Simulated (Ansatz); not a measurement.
**Sr: frozen-core PAW against all-electron methods**

```xyz
1
Lattice="0.0000 3.0423 3.0423 3.0423 0.0000 3.0423 3.0423 3.0423 0.0000" Properties=species:S:1:pos:R:3 pbc="T T T"
Sr    0.0000    0.0000    0.0000
```

The conventional cell has a = 6.085 Å, b = 6.085 Å, c = 6.085 Å, α = 90.00°, β = 90.00°, γ = 90.00°. Around Sr (atom 1) lie 12 Sr at 4.30 Å.

The cell is COD entry 9008484, as deposited and not checked against the literature; nothing was relaxed.

Methods: DFT, LDA, PAW with Ansatz's default frozen-core files, scalar-relativistic (Ansatz 0.2.0); DFT, LDA, all-electron PAW with datasets made for the crystal, scalar-relativistic (Ansatz 0.2.0); DFT, LDA, all-electron LAPW, scalar-relativistic (Ansatz 0.2.0).

For PAW: a Γ-centred 10×10×10 k mesh, Fermi–Dirac smearing of 0.08 eV, cutoff 420 eV, no spin polarisation; the PAW files were made with PBE, and the program remakes their frozen cores for this functional. The crystal-made all-electron datasets (AE datasets) take a cutoff of 200 eV at this cell. LAPW targets a basis error of 0.5 meV/atom. The Ansatz runs share mesh, smearing and spin set-up. Plane-wave (PAW) pressures include the program's estimate of the Pulay term.

Stress and pressure are positive in compression.

Levels count from the Fermi level.

```tsv
quantity	PAW	AE datasets	LAPW
pressure (GPa)	-1.55	-1.55	-1.55
highest filled level at W (eV)	-18.562	-18.560	-18.560
lowest empty level at W (eV)	0.084	0.084	0.084
highest filled level at Γ (eV)	-3.635	-3.635	-3.635
lowest empty level at Γ (eV)	2.225	2.225	2.225
highest filled level at X (eV)	-0.637	-0.638	-0.638
lowest empty level at X (eV)	0.316	0.315	0.315
```

PAW's pressure differs from the LAPW value by about 0.01 GPa or less.
